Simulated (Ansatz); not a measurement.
La₃Pb:
Space group Pm-3m (No. 221); a = b = c = 5.078 Å, α = β = γ = 90.00°

```tsv
atom	site	symmetry	x	y	z
La	3c	4/mm.m	0.0000	0.5000	0.5000
Pb	1a	m-3m	0.0000	0.0000	0.0000
```

This is the r²SCAN-relaxed structure.

Q: All from DFT-r²SCAN in the program Ansatz with PAW potentials, unless another level is named. Give the density of states at the Fermi level.

A: 1.5 states/eV per atom (mean over ±0.08 eV).

Q: Give the formation energy from the elements (no fitted shifts).

A: -484 meV/atom.

The first step of the workflow began from a Materials Project structure, measured or hypothetical; the Crystallography Open Database copy checked does not list it. With La and Pb taken as one species the cell has the higher symmetry Fm-3m, so it may be an ordered model of a mixed-site phase. Whether it is the stable phase at ambient conditions was not checked. The cell was relaxed with r²SCAN under the symmetry of its start; its stability against distortions is not shown here. The references are the lowest solids computed at this level, not always the standard phases. Spin–orbit coupling is left out wherever it is not named.

Potentials: the later of the program's two PAW sets.
